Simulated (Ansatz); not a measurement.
**PtTe: strain energy, fitted**

PtTe, R-3m, a = 3.980 Å, c = 20.647 Å. The structure is a COD entry; whether it is the stable form wasn't checked. Ansatz: r2SCAN, PAW, 500 eV, Γ-centred 12×12×2 mesh on 12 atoms, Gaussian smearing 0.10 eV; no spin polarisation. Series: biaxial strain in the a-b plane, c and atoms relaxed; x is the strain in per cent. y is the free energy over the unstrained cell, V0 = 23.602 Å³/atom.

| x (%) | y (meV/atom) |
| --- | --- |
| -2.0 | ? |
| -1.0 | 2.21 |
| 0.0 | 0.00 |
| 1.0 | 2.49 |
| 2.0 | 9.81 |

Q: Fit y = c2 x² + c3 x³ to the other rows, turn c2 into a modulus, and predict the missing energy.

A: Least squares on the rows shown. y = 2.315 x² + 0.07073 x³. In eV per unit strain² c2 is 23.15; M is the biaxial modulus (E = M V0 ε²): 23.15 × 160.2 / (23.602) = 157 GPa. At x = -2.0 the fit asked for gives 8.69 meV/atom. The run gave 8.83 meV/atom, so the fit is 0.14 meV/atom too low, a small miss on the scale of the series. The form still works here, 33 % of the fitted range beyond its end.

Spin–orbit coupling is left out, which can shift energies with elements as heavy as these.

Cost: 5 runs of about 22 core-minutes in all, on AMD EPYC 9R45 (Zen 5) (shared hosts).